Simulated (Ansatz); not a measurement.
Consider the following.

TaTe:
Space group Pm-3m (No. 221); a = b = c = 3.4191 Å, α = β = γ = 90.00°

```csv
atom,site,symmetry,x,y,z
Ta,1a,m-3m,0.0000,0.0000,0.0000
Te,1b,m-3m,0.5000,0.5000,0.5000
```

This is the PBE-relaxed structure.

Q: All from DFT-PBE in the program Ansatz with PAW potentials, unless another level is named. Predict the electronic character.

A: metallic (no gap).

Q: Predict the density of states at the Fermi level.

A: 1.2 states/eV per atom (mean over ±0.08 eV).

Q: And the gap with spin–orbit coupling?

A: none (metallic).

The start of the workflow was typed in or built on a structure type; neither database checked (COD, Materials Project) lists it. Whether it is the stable phase at ambient conditions was not checked. The PBE relaxation kept the symmetry of its start; whether a distortion lowers the energy is not shown. The run is not spin-polarised. Its formation energy is positive at this level, so the cell may be metastable or incomplete. With an odd number of electrons in the cell and no spin polarisation, the count alone makes it a metal. Spin–orbit coupling is left out wherever it is not named.

Potentials: the earlier of the program's two PAW sets.
